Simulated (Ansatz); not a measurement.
**LiPb: an elastic constant from a strain scan**

All numbers below come from DFT PBEsol, scalar-relativistic, plane waves, PAW in Ansatz. Cutoff 420 eV, Γ-centred 14×14×14 k-points, Gaussian smearing of 0.15 eV. Spin–orbit coupling is left out, which can shift energies with elements as heavy as these. No spin polarisation. Energies are free energies at this smearing, counted from the undisturbed cell; pressure is positive in compression.

The starting cell (as given, not relaxed at this level; it stands at -0.3 GPa, and it needn't be the usual structure):

```
Li Pb
1.0
     3.52200    0.00000    0.00000
     0.00000    3.52200    0.00000
     0.00000    0.00000    3.52200
Li Pb
1 1
Cartesian
  1.7610 1.7610 1.7610
  0.0000 0.0000 0.0000
```

The cell is strained by ε times the Voigt pattern (1, 1, 0, 0, 0, 0) (xx, yy, zz, yz, xz, xy; engineering shear) with fractional coordinates fixed. The cell holds 2 atoms in V0 = 43.69 Å³. The stress column is τ = (1/V0) dE/dε, got from the stress tensor σ (compression positive) at each point as −det(1 + εP) σ : P(1 + εP)⁻¹, with P the pattern as a tensor.

| ε | ΔE (meV/atom) | τ (GPa) |
| --- | --- | --- |
| -0.0200 | 3.077 | -2.966 |
| -0.0150 | 1.385 | -2.008 |
| -0.0100 | 0.328 | -1.100 |
| -0.0050 | -0.124 | -0.234 |
| 0.0000 | 0.000 | 0.595 |
| 0.0050 | 0.679 | 1.392 |
| 0.0100 | 1.890 | 2.158 |
| 0.0150 | 3.615 | 2.895 |
| 0.0175 | 4.663 | 3.252 |
| 0.0200 | ? | ? |

Which combination of elastic constants does this scan measure, and how large is it?

For small ε, τ = τ0 + Kε with K = pᵀCp, which for this pattern is 2(C11 + C12) in the cubic axes. The parabola through τ at ε = -0.0050, 0 and 0.0050 has slope K = 163 GPa at zero. The energies per cell, E = NΔE, of the same two points give K = 2[E(ε₊)/ε₊ − E(ε₋)/ε₋]/[(ε₊ − ε₋)V0] = 163 GPa, in agreement.

Predict the withheld row at ε = 0.0200 from the harmonic law, and compare.

ΔE = V0(τ0 ε + Kε²/2)/N = 6.055 meV/atom and τ = 3.85 GPa. The calculation gives 5.831 meV/atom and 3.60 GPa, a miss of 3.7 % of the harmonic energy, so the harmonic law still holds on this side, though at ε = -0.0200 the energy lies 9 % above it.

In a metal these slopes depend on the k mesh and the smearing.